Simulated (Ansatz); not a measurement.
**Pt (Fm-3m), stationary points along a deformation path**

All numbers below come from DFT PBEsol, scalar-relativistic, plane waves, PAW (Ansatz). Cutoff 420 eV, Γ-centred 24×24×24 k-points, Gaussian smearing of 0.15 eV. Spin–orbit coupling is left out, which can shift energies with elements as heavy as these. No spin polarisation. Energies are free energies at this smearing, counted from the undisturbed cell; pressure is positive in compression.

Zero of the scan (as given, not relaxed at this level; it stands at 0.6 GPa):

```yaml
crystal:
  lattice:
    - [0.00000, 1.95790, 1.95790]
    - [1.95790, 0.00000, 1.95790]
    - [1.95790, 1.95790, 0.00000]
  atoms:
    - { symbol: Pt, position: [0.00000, 0.00000, 0.00000] }
```

At fixed volume and fractional coordinates, lengths along (0.000, 0.000, 1.000) are scaled against those across it; ρ is that ratio over its starting value. V = 15.011 Å³/atom. Δσ is the stress along the axis less the mean stress across it (compression positive).

```csv
ρ,ΔE (meV/atom),Δσ (GPa),space group
0.650,96.2,-9.59,I4/mmm
0.707,121.2,-0.02,Im-3m
0.780,94.9,7.09,I4/mmm
0.850,54.1,7.69,I4/mmm
0.920,18.5,6.20,I4/mmm
0.960,5.0,3.72,I4/mmm
1.000,0.0,0.00,Fm-3m
1.050,9.0,-6.20,I4/mmm
1.100,37.0,-13.10,I4/mmm
1.200,149.2,-29.16,I4/mmm
1.300,336.9,-45.98,I4/mmm
1.414,631.5,-66.88,I4/mmm
1.500,909.6,-84.48,I4/mmm
```

How does the stress give the slope of the energy, and where is the energy stationary?

Along the path d ln(length) is 2/3 d ln ρ on the axis and −1/3 d ln ρ across it, so dE/d ln ρ = −(2/3) V Δσ: the energy falls with ρ where Δσ is positive. Δσ vanishes or changes sign at ρ = 0.707 (Im-3m), a maximum at 121.2 meV/atom; at ρ = 1.000 (Fm-3m), a minimum at 0.0 meV/atom. Pairs of stationary points between two samples would go unseen, and could change a minimum read from distant neighbours into a maximum. At ρ = 0.707, 1.000 the cell is cubic, where symmetry alone makes the stress isotropic and the slope zero.

Which shear constant sets the curvature at ρ = 1?

For a cubic crystal E/V = (2/3) C (ln ρ)² with C = C′ = (C11 − C12)/2, so Δσ = −2C ln ρ. The parabola of Δσ against ln ρ through ρ = 0.960, 1 and 1.050 gives C ≈ 54 GPa with the ions clamped, rough because the steps are large. It is the stress–strain coefficient at this cell's pressure of 0.6 GPa, not the zero-pressure constant.

Integrate that slope from ρ = 1 to 0.850 by the trapezoid rule.

With V/N in Å³ and 1 eV/Å³ = 160.2 GPa the slopes at ρ = 1.000, 0.960, 0.920, 0.850 are 0, -232, -387, -481 meV/atom per unit of ln ρ. The steps add 4.7 + 13.2 + 34.3 = 52.3 meV/atom, against 54.1 from the energies; the trapezoid rule misses the curvature of the slope within each step.

In a metal these slopes depend on the k mesh and the smearing.